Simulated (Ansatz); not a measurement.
Li3Au in space group Fm-3m (No. 225; Li on 8c, Li on 4b, Au on 4a), a = b = c = 6.256 Å, α = β = γ = 90.00°; the cell used has 4 atoms.

Relaxed with r²SCAN.

Tabulate the valence density and the electron localisation function along the shortest Li–Au contact (2.71 Å), plane-wave PAW r²SCAN (Ansatz code).



```
distance from Li (Å)  density (e/Å³)   ELF
--------------------  --------------  ----
0.27                            5.27  0.98
0.41                            2.34  0.86
0.54                            0.66  0.29
0.68                            0.15  0.03
0.81                            0.10  0.03
0.95                            0.10  0.10
1.08                            0.13  0.28
1.22                            0.17  0.37
1.35                            0.24  0.36
1.49                            0.36  0.34
1.63                            0.59  0.35
1.76                            1.03  0.40
1.90                            2.23  0.47
2.03                            4.21  0.53
2.17                            6.61  0.57
2.30                            9.31  0.62
2.44                           12.04  0.70
```

The density is the valence pseudo-density with augmentation charge, so density and ELF within about 1 Å of a nucleus are not all-electron values.

The workflow started from an entry of the Crystallography Open Database (COD). Its standing as an ambient phase is unchecked. Symmetry was held in the r²SCAN relaxation; whether a distortion lowers the energy is not shown. Scalar-relativistic: spin–orbit coupling is off unless named, which matters more the heavier the elements.

Potentials: the later of the program's two PAW sets.
